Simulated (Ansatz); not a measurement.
BiCO₄, a known structure type with other elements, at an estimated volume

```
Bi C O
1.0
     4.62717    0.00000    0.00000
     0.00000    6.70025    0.00000
    -0.48943    0.00000    4.43104
Bi C O
2 2 8
Direct
  0.14240 0.25000 0.16710
  0.85760 0.75000 0.83290
  0.37330 0.75000 0.30270
  0.62670 0.25000 0.69730
  0.67610 0.75000 0.22910
  0.32390 0.25000 0.77090
  0.60130 0.25000 0.36550
  0.39870 0.75000 0.63450
  0.21020 0.58020 0.17500
  0.78980 0.08020 0.82500
  0.78980 0.41980 0.82500
  0.21020 0.91980 0.17500
```

The numbers come from plane-wave PAW DFT (Ansatz): PBE, no spin polarisation, 420 eV, 5×4×5 Γ-centred k points, fermi-dirac occupations (width 0.0492 eV). Nothing was relaxed. The cell carries a charge of -2 e on a uniform background.

**Electronic structure.** The gap is 3.53 eV, indirect (the least direct gap found is 4.17 eV).
**Band edges.** Within 0.7 eV of the edges, the states project mainly on O p (73 %) and Bi s (18 %) below the gap and on Bi p (61 %) and O s (15 %) above it.
**Forces.** The largest is on O5 (and as large on other atoms): 4.02 eV/Å, components (-3.30, 0.00, 2.31). It makes 22° with the line to a nearest neighbour, C3 at 1.47 Å, pointing towards it.

Origin: a known structure type with other elements, at an estimated volume, so it need not be a known compound. Caveats: no spin-orbit coupling, which can shift this gap by tenths of an eV; atoms or cell far from equilibrium; charged cell with a uniform background; the mesh misses a band edge that the path finds.
